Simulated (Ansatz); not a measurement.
A plane-wave DFT run in Ansatz 0.2.0 (scalar-relativistic PAW potentials unless the input names others): input and command.

```yaml
crystal:
  lattice:
    - [6.5020691266, 3.7539713605, 2.0547724506]
    - [-6.5020691266, 3.7539713605, 2.0547724506]
    - [0.0, -7.507942721, 2.0547724507]
  atoms:
    - { symbol: Ta, position: [0.5, 0.5, 0.5], spin: 1.17 }
    - { symbol: Al, position: [0.0, 0.0, 0.0] }
    - { symbol: Cl, position: [0.3165768109, 0.3165768109, 0.0681419399] }
    - { symbol: Cl, position: [0.0681419399, 0.3165768109, 0.3165768109] }
    - { symbol: Cl, position: [0.3165768109, 0.0681419399, 0.3165768109] }
    - { symbol: Cl, position: [0.9318580601, 0.6834231891, 0.6834231891] }
    - { symbol: Cl, position: [0.6834231891, 0.6834231891, 0.9318580601] }
    - { symbol: Cl, position: [0.6834231891, 0.9318580601, 0.6834231891] }
basis:
  ecutwfc: 420
kpoints:
  mp_grid: { grid: [6, 6, 6] }
hamiltonian:
  xc: pbe
scf:
  occupations: { method: gaussian, width: 0.1 }
  max_iter: 2
output:
  forces: true
  eigenvalues: true
  stress: true
magnetization:
  spin_polarized: true
```

```bash
ansatz run input.yaml --threads 1 --pin off --max-ram 2560MiB --backend cpu --events-out ev --progress --plain --runs-dir out
```

Abridged log:
```
Pseudopotentials: kind: paw
Pseudopotential: Ta, paw, valence charge 13, recommended cutoff 420 eV (normal)
Pseudopotential: Al, paw, valence charge 3, recommended cutoff 420 eV (normal)
Pseudopotential: Cl, paw, valence charge 7, recommended cutoff 420 eV (normal)
Functional definition: PBE
Crystal: 8 atoms, lattice volume = 300.924 Å³
Basis set: ecut = 420 eV, 5845 PW (Γ), exchange–correlation on 108×108×108 points (8 copies of the dense FFT grid, shifted against one another)
Bands: 38, of which v1, the nominal top of the filled ones, is band 29 counted from 1 (28 counted from 0)
Symmetry: 12 space group operations
Space group: R-3m (ITA 166), of the structure as read, at distance tolerance 6.7e-5 Å
Magnetic group: BNS 166.97 (UNI 1327), of the structure as read, at distance tolerance 6.7e-5 Å
k-points: 32 of 216
Initial density: superposition of atomic densities (chi_scale 0.1, normalization cell, long waves kept (reshape's long-wave potential 0.11 eV rms))
Starting moments: Σ|m| = 1.17 μB on 1 of 8 sites
Initial wavefunctions: pseudopotential atomic-orbital guess
Functional: x = pbe(κ = 0.804, μ = 0.21951497), c = pbe(β = 0.06672455)
SCF iter   1: F=—  HF=-16959.843956 eV  |F-HF|=—  |Δ(HF+E_count)|=         —  Δρ=2.84e-2 (↑2.84e-2 ↓1.85e-2) dr2=1.93e1  dr2_m=2.32e-1  M=1.940 μB ∫|m|=2.023 μB  β_m=0.30  ethr=3.10e-3  ⟨swp⟩=9.7  Hψ=29135  notcnv=0
Mixer restart at iter 1: flushing history
SCF iter   2: F=—  HF=-16958.504970 eV  |F-HF|=—  |Δ(HF+E_count)|=    1.34e0  Δρ=1.91e-2 (↑1.91e-2 ↓1.22e-2) dr2=9.44e0  dr2_m=1.20e-1  M=2.000 μB ∫|m|=2.100 μB  β_m=0.60  ethr=3.10e-3  ⟨swp⟩=9.9  Hψ=19543  notcnv=0
```

Problem. Find the fault.

Solution. The fault is too few SCF iterations (scf.max_iter: not typed → 2, the first being the value of the sound run). Setting it back cures it. The log, from which this was withheld above, says: «Error: did not converge after 2 iterations: dr2 = 9.44e0 (threshold 1.00e-7), under the density mixer `msr1`, which `scf.mixing.algorithm: auto` chose by the deck's other keys (type `scf.mixing.algorithm: msr1` to keep it); raise `scf.max_iter`, which need not help a stalled SCF, or adjust the mixing (`scf.mixing`) or, under a smearing, its width (`scf.occupations.width` …» The run stopped without converging. A reference run on usual settings, whose relaxation ended at this geometry, converged, and the end of its own relaxation has pressure 0.01 GPa, largest force 0.002 eV/Å, no gap on the mesh.

It took 38 s on 1 thread of Arm Neoverse V1, with other jobs on the host, peak memory 0.83 GiB.